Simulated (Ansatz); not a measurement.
Q: I (molecular I2 type, Cmce) is relaxed with PBEsol in the plane-wave PAW code Ansatz. What lattice parameters of the conventional cell result?

A: a = 7.506 Å, b = 4.393 Å, c = 9.624 Å.

Q: Give the free coordinates with the occupied sites.

A: In one choice of origin and axes:

| atom | site | symmetry | x | y | z |
|---|---|---|---|---|---|
| I | 8f | m.. | 0.0000 | 0.1735 | 0.1228 |

Q: Is it a metal or does it have a gap at this level?

A: A gap of 0.79 eV, indirect.

The PBEsol relaxation kept the symmetry of its start. A crystal of weakly bound units computed without a dispersion correction: the cell and the soft elastic constants depend strongly on that. Scalar-relativistic: spin–orbit coupling is off unless named, which matters more the heavier the elements.

Potentials: the earlier of the program's two PAW sets. The files were generated under PBE; for other functionals the program regenerates the frozen cores, and for LDA and PBEsol the local potential too.
